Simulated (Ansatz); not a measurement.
In2Ag:
```
In2Ag
1.0
   -3.44736     3.44736     2.82900
    3.44736    -3.44736     2.82900
    3.44736     3.44736    -2.82900
In Ag
4 2
Direct
  0.84520   0.65480   0.50000
  0.15480   0.34520   0.50000
  0.65480   0.15480   0.80960
  0.34520   0.84520   0.19040
  0.25000   0.25000   0.00000
  0.75000   0.75000   0.00000
```

Relaxed with r²SCAN. Special points in fractions of this cell's reciprocal vectors: Γ (0.000, 0.000, 0.000); X (0.000, 0.000, 0.500); M (-0.500, 0.500, 0.500); Z (0.418, 0.418, -0.418); Z0 (-0.418, 0.582, 0.418); P (0.250, 0.250, 0.250); N (0.000, 0.500, 0.000).

Q: List the band energies nearest the Fermi level at these points for r²SCAN in the plane-wave PAW code Ansatz.

A: In eV from the Fermi level; about four levels below and three above (degenerate sets whole), none deeper than 8.9 eV; points with the same levels are listed once.

| k | below | above |
|---|---|---|
| Γ | -0.80 -0.54 -0.54 -0.41 | 0.33 0.33 0.78 |
| X | -2.14 -0.85 -0.78 -0.40 | 0.66 1.09 3.92 |
| M | -4.66 -4.66 -4.30 -2.27 | 2.14 2.41 3.63 3.63 |
| Z | -4.62 -4.62 -4.26 -1.45 | 1.39 1.75 2.12 2.12 |
| P | -5.12 -5.12 -4.88 -4.88 | 0.28 0.28 1.01 1.01 |
| N | -3.29 -3.29 -2.83 -2.83 | 0.45 0.45 3.12 3.12 |

Space group I4/mcm. The workflow started from a Materials Project entry (that database holds measured and hypothetical structures alike); the Crystallography Open Database files this formula in space group No. 140, but the cells were not matched. Its standing as an ambient phase is unchecked. The cell was relaxed with r²SCAN under the symmetry of its start; whether a distortion lowers the energy is not shown. The run is not spin-polarised. Scalar-relativistic: spin–orbit coupling is off unless named, which matters more the heavier the elements.

Potentials: the later of the program's two PAW sets.
